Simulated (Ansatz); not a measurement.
ZnO (wurtzite, P6_3mc), the program Ansatz at the LDA level (PAW). The conduction-band minimum lies at Γ, with 1 equivalent valley. Second derivatives d²E/dk² of the lowest band at one valley (eV·Å²), along Cartesian directions:

| direction | d²E/dk² |
|---|---|
| [100] | 51.54 |
| [010] | 51.54 |
| [001] | 50.78 |
| [110] | 51.54 |
| [101] | 51.17 |
| [011] | 51.17 |

Q: Find the principal effective masses, the density-of-states mass and the conductivity mass.

A: Off-diagonal terms follow from H_xy = H[110] − (H_xx + H_yy)/2, and m*/mₑ = 7.620 eV·Å² over each eigenvalue: 0.15, 0.15, 0.15. One valley's DOS mass (m₁m₂m₃)^(1/3) = 0.15, conductivity mass 3/(Σ 1/mᵢ) = 0.15 mₑ.

Q: What effective density of states Nc follows at 300 K for parabolic valleys?

A: Nc = 2.509e19 × 1 × (0.15)^(3/2) ≈ 1.5e18 cm⁻³.

Q: With the computed static dielectric constant 9.69 (mean of the diagonal), estimate a hydrogenic donor's binding energy and radius.

A: E = 13.606 eV × 0.15/9.69² ≈ 22 meV; a = 0.529 Å × ε/m* ≈ 34 Å. Semilocal masses tend to be too small when the gap is underestimated.

The cell was relaxed with LDA under the symmetry of its start.

Potentials: the earlier of the program's two PAW sets. The files were generated under PBE; for other functionals the program regenerates the frozen cores, and for LDA and PBEsol the local potential too.
